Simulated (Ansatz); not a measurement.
BeAg (CsCl type, Pm-3m) at seven volumes, DFT-PBE in the program Ansatz with PAW potentials, scaled uniformly. One row is withheld.

```csv
V (Å³/atom),P (GPa)
11.647,14.17
12.031,8.62
12.415,3.94
12.799,-0.01
13.183,-3.33
13.567,-6.14
13.951,?
```

Q: Fit the shown pressures and predict the withheld one.

A: Third-order Birch–Murnaghan: P = (3/2)B₀(x^(7/2) − x^(5/2))[1 + (3/4)(B′ − 4)(x − 1)] with x = (V₀/V)^(2/3). Least squares on the six rows gives V₀ = 12.799 Å³/atom, B₀ = 120.6 GPa, B′ = 4.66. At V = 13.951, x = 0.9442 and P = -8.51 GPa. The run itself gave -8.50 GPa.

The start of the workflow was typed in or built on a structure type; neither database checked (COD, Materials Project) lists it. Its standing as an ambient phase is unchecked. The PBE relaxation kept the symmetry of its start; whether a distortion lowers the energy is not shown. No spin polarisation was allowed. Its formation energy is positive at this level, so the cell may be metastable or incomplete.

Potentials: the later of the program's two PAW sets.
